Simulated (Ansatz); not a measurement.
## HfO2 with Nb replacing Hf: a ladder of calculations

Cell of run 1: a supercell of HfO2 (baddeleyite type, P2_1/c) built from a Materials Project structure (computed, not necessarily an observed phase), with all atoms left at the host's positions.

```cif
data_structure
_symmetry_space_group_name_H-M 'P 1'
_symmetry_Int_Tables_number 1
_cell_length_a 7.3734
_cell_length_b 6.6979
_cell_length_c 7.2443
_cell_angle_alpha 63.715
_cell_angle_beta 65.600
_cell_angle_gamma 61.751
_cell_volume 273.03
loop_
_atom_site_label
_atom_site_type_symbol
_atom_site_fract_x
_atom_site_fract_y
_atom_site_fract_z
_atom_site_occupancy
Nb1 Nb 0.44492 0.26299 0.01315 1
Hf2 Hf 0.94492 0.76299 0.51315 1
Hf3 Hf 0.51315 0.27895 0.44492 1
Hf4 Hf 0.01315 0.77895 0.94492 1
Hf5 Hf 0.05508 0.23701 0.48685 1
Hf6 Hf 0.55508 0.73701 0.98685 1
Hf7 Hf 0.98685 0.22105 0.05508 1
Hf8 Hf 0.48685 0.72105 0.55508 1
O9 O 0.63655 0.34202 0.10597 1
O10 O 0.13655 0.84202 0.60597 1
O11 O 0.10597 0.41545 0.13655 1
O12 O 0.60597 0.91545 0.63655 1
O13 O 0.86345 0.15798 0.39403 1
O14 O 0.36345 0.65798 0.89403 1
O15 O 0.39403 0.08455 0.36345 1
O16 O 0.89403 0.58455 0.86345 1
O17 O 0.30433 0.04193 0.02643 1
O18 O 0.80433 0.54193 0.52643 1
O19 O 0.02643 0.12731 0.80433 1
O20 O 0.52643 0.62731 0.30433 1
O21 O 0.19567 0.45807 0.47357 1
O22 O 0.69567 0.95807 0.97357 1
O23 O 0.47357 0.37269 0.69567 1
O24 O 0.97357 0.87269 0.19567 1
```

Atoms are numbered from 1 in the order listed; like atoms form one site, named after its first atom.

Relaxed positions (PBE, cell held):

```
CELL_PARAMETERS angstrom
-0.87617 5.15064 5.20295
4.21801 0.00000 5.20295
5.09418 5.15064 0.00000
ATOMIC_POSITIONS crystal
Nb 0.44145 0.26460 0.01011
Hf 0.94369 0.76431 0.51398
Hf 0.51215 0.27816 0.43963
Hf 0.01337 0.77954 0.94504
Hf 0.05657 0.23603 0.48541
Hf 0.55555 0.73671 0.98577
Hf 0.98514 0.22343 0.05542
Hf 0.48660 0.72133 0.55478
O 0.64208 0.33816 0.09799
O 0.13798 0.84219 0.60354
O 0.10332 0.41537 0.14009
O 0.60132 0.91700 0.63904
O 0.85963 0.15916 0.39650
O 0.36255 0.65497 0.89640
O 0.39728 0.08290 0.35925
O 0.89404 0.58697 0.86326
O 0.30480 0.04125 0.03729
O 0.80293 0.53768 0.53376
O 0.03917 0.12327 0.80284
O 0.53299 0.62354 0.30249
O 0.19547 0.46166 0.47004
O 0.69538 0.96464 0.97153
O 0.46547 0.37380 0.69890
O 0.97108 0.87333 0.19696
```

All runs are DFT with Ansatz 0.2.0 (plane waves and PAW, scalar-relativistic unless spin–orbit coupling is named, Γ-centred meshes, Fermi–Dirac smearing where given) in this cell. Start moments of run 1 as typed (μB): 1 on each Nb, none on the rest.

Run 1: PBE, with a start moment, atoms at the host's positions; 420 eV, 3×3×3 k-points, smearing 0.01 eV.
Run 2: PBE, with a start moment, atoms relaxed; 420 eV, 3×3×3 k-points, smearing 0.01 eV.
Run 3: r2SCAN, with a start moment, at the relaxed atoms; 500 eV, 3×3×3 k-points, smearing 0.01 eV.

```tsv
run	Nb V_zz (η)	Hf3 V_zz (η)	Hf5 V_zz (η)	Hf6 V_zz (η)	Hf7 V_zz (η)	absolute moment (μB)
1	17.45 (0.80)	11.92 (0.32)	12.28 (0.11)	11.73 (0.14)	12.13 (0.11)	1.1
2	-15.86 (0.93)	10.56 (0.54)	12.62 (0.22)	11.24 (0.45)	12.10 (0.32)	1.1
3	?	?	?	?	?	?
```

V_zz in 10²¹ V/m²; 5 of the 24 sets of like atoms are followed.

Question: Estimate the row of run 3.

Answer: Nb: -17.47 (0.89); Hf3: 10.73 (0.50); Hf5: 12.65 (0.23); Hf6: 11.38 (0.44); Hf7: 12.30 (0.30); absolute moment (μB): 1.1. It lies nearest to run 2, from whose tensors on these sites it differs by 1.62 at most (largest principal value of the difference, on Nb). Taken one at a time, the positions of the atoms (as given or relaxed) move the tensors on these sites by up to 4.83 (largest principal value of the change, on Hf3), the functional (r2SCAN with its higher cutoff) by 1.62 (Nb). On some sites the largest principal value moves to another axis from run to run, and the sign of V_zz can flip with it. On Nb η is near 1, so the change of sign is little more than a relabelling of axes.

The defect repeats with the cell of 24 atoms, so it feels its images: sites between two images don't show the values beside a lone defect, and zeros or small values of η there can come from the images' arrangement. Hf carries a gradient in the pure host already, so the values there aren't the defect's effect alone. Without spin–orbit coupling the gradients at and beside Hf can be off by some per cent, at some sites by more. In run 3 the program didn't check the stability of the electronic state in full, so a lower one may lie near. In run 1 the atoms aren't at the calculated equilibrium (largest force 0.76 eV/Å). The cell keeps the host's lattice, at a calculated pressure of 8, 7 GPa in runs 1, 2.
